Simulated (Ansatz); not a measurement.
C:
```
CELL_PARAMETERS angstrom
      3.79556     0.00000     0.00000
      0.00000     3.79556     0.00000
      0.00000     0.00000     4.67220
ATOMIC_POSITIONS crystal
  C  0.92396 0.07604 0.25000
  C  0.42396 0.42396 0.00000
  C  0.07604 0.92396 0.75000
  C  0.57604 0.57604 0.50000
  C  0.37886 0.83295 0.96637
  C  0.66705 0.87886 0.71637
  C  0.62114 0.16705 0.46637
  C  0.33295 0.12114 0.21637
  C  0.87886 0.66705 0.28363
  C  0.16705 0.62114 0.53363
  C  0.12114 0.33295 0.78363
  C  0.83295 0.37886 0.03363
```

Relaxed with r²SCAN. Special points in fractions of this cell's reciprocal vectors: Γ (0.000, 0.000, 0.000); X (0.000, 0.500, 0.000); M (0.500, 0.500, 0.000); Z (0.000, 0.000, 0.500); R (0.000, 0.500, 0.500); A (0.500, 0.500, 0.500).

Task: List the band energies nearest the valence-band maximum at these points for plane-wave PAW r²SCAN (Ansatz code).

Result: In eV from the valence-band maximum; about four levels below and three above (degenerate sets whole), none deeper than 8.9 eV; points with the same levels are listed once.

```csv
k,below,above
Γ,-1.98 -1.75 -1.75 -0.54,5.37 6.69 6.69
X,-1.05 -1.05 -0.49 -0.49,6.56 6.56 6.85 6.85
M,-1.30 -1.30 -0.45 -0.45,5.69 5.69 6.78 6.78
Z,-1.98 -1.98 -1.66 -1.66,5.38 5.38 5.75 5.75
R,-1.69 -1.69 -0.95 -0.95,5.59 5.59 6.39 6.39
A,-1.88 -1.88 -1.88 -1.88,6.04 6.04 6.04 6.04
```

Space group P4_32_12. The start of the workflow was typed in or built on a structure type; neither database checked (COD, Materials Project) lists it. It is not the phase usual at ambient conditions (space group No. 194, 227). Symmetry was held in the r²SCAN relaxation; its stability against distortions is not shown here.

Potentials: the later of the program's two PAW sets.
